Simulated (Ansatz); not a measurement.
# Computed properties of EuIn₂

EuIn₂:
```cif
data_Eu2In4
_chemical_formula_sum 'Eu2 In4'
_space_group_name_H-M_alt 'P 1'
_space_group_IT_number 1
_cell_length_a 4.98812
_cell_length_b 4.98812
_cell_length_c 7.84419
_cell_angle_alpha 90.000
_cell_angle_beta 90.000
_cell_angle_gamma 120.000
loop_
_space_group_symop_operation_xyz
  'x, y, z'
loop_
_atom_site_label
_atom_site_type_symbol
_atom_site_fract_x
_atom_site_fract_y
_atom_site_fract_z
_atom_site_occupancy
Eu1 Eu 0.00000 0.00000 0.25000 1
Eu2 Eu 0.00000 0.00000 0.75000 1
In1 In 0.33333 0.66667 0.45461 1
In2 In 0.66667 0.33333 0.54539 1
In3 In 0.66667 0.33333 0.95461 1
In4 In 0.33333 0.66667 0.04539 1
```
The run is spin-polarised; directions of the spins, atom by atom: ↑ ↑ 0 0 0 0.

Space group P6_3/mmc (No. 194); conventional cell a = 4.988 Å, b = 4.988 Å, c = 7.844 Å, α = 90.00°, β = 90.00°, γ = 120.00°.

Method: DFT-r²SCAN in the program Ansatz with PAW potentials. Geometry: relaxed at this level of theory. Other levels are named where they apply.

**Cell and energy**

```json
{
 "volume_per_atom": "28.17 Å³",
 "density": "7.50 g/cm³",
 "Formation energy from the elements (no fitted shifts)": "-63 kJ/mol of atoms"
}
```

**Electronic structure**

```json
{
  "electronic_character": "metallic (no gap)",
  "Density of states at the Fermi level": "0.14 states/eV per atom (mean over ±0.08 eV)"
}
```

**Magnetism**

```json
{
 "magnetic_order": "ferromagnetic",
 "net_moment": "2.35 μB per atom"
}
```

The first step of the workflow began from a Materials Project structure, measured or hypothetical; the Crystallography Open Database files this formula in space group No. 194, but the cells were not matched. Whether it is the stable phase at ambient conditions was not checked. The cell was relaxed with r²SCAN under the symmetry of its start; its stability against distortions is not shown here. Magnetic state: ferromagnetic, chosen from 4 collinear starts compared on coarse meshes (ties went to the first, and starts can fall back to one state), not a proven ground state. The 4f shell is in the valence, and the state reached may lie above the lowest one. Other orbital occupations within this spin state were not tried. No Hubbard U is applied. Point labels and valley counts follow the cell and symmetry of the run, lower than the named group. Axis ratios of metals converge slowly with the k-mesh, so a and c are less sure than the volume. The references are the lowest solids computed at this level, not always the standard phases. Scalar-relativistic: spin–orbit coupling is off unless named, which matters more the heavier the elements.

Potentials: the later of the program's two PAW sets.
